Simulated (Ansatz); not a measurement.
BP in space group P6_3/mmc (No. 194; B on 2c, P on 2d), DFT-LDA in the program Ansatz with PAW potentials, all energies at zero smearing, with the estimated change up to a 700 eV cutoff added, with one set of potentials and settings (totals compare only within such a set). Cell of 4 atoms (2 B, 2 P): -1751.279 eV.

```
element             reference phase  E (eV/atom)
-------  --------------------------  -----------
B        R-3m, 12 atoms in the cell    -149.7758
P         Cmce, 4 atoms in the cell    -725.9596
```

Formation energy per atom, worked out: (-1751.279 − 2×(-149.7758) − 2×(-725.9596))/4 = 0.048 eV/atom (5 kJ per mol of atoms), at 0 K, without zero-point energy or fitted corrections.

The start of the workflow was typed in or built on a structure type; neither database checked (COD, Materials Project) lists it. It is not the phase usual at ambient conditions (space group No. 216). Symmetry was held in the LDA relaxation; phonons show weakly imaginary modes. A crystal of weakly bound layers computed without a dispersion correction: the cell and the soft elastic constants depend strongly on that. The references are the lowest solids computed at this level, not always the standard phases.

Potentials: the later of the program's two PAW sets.
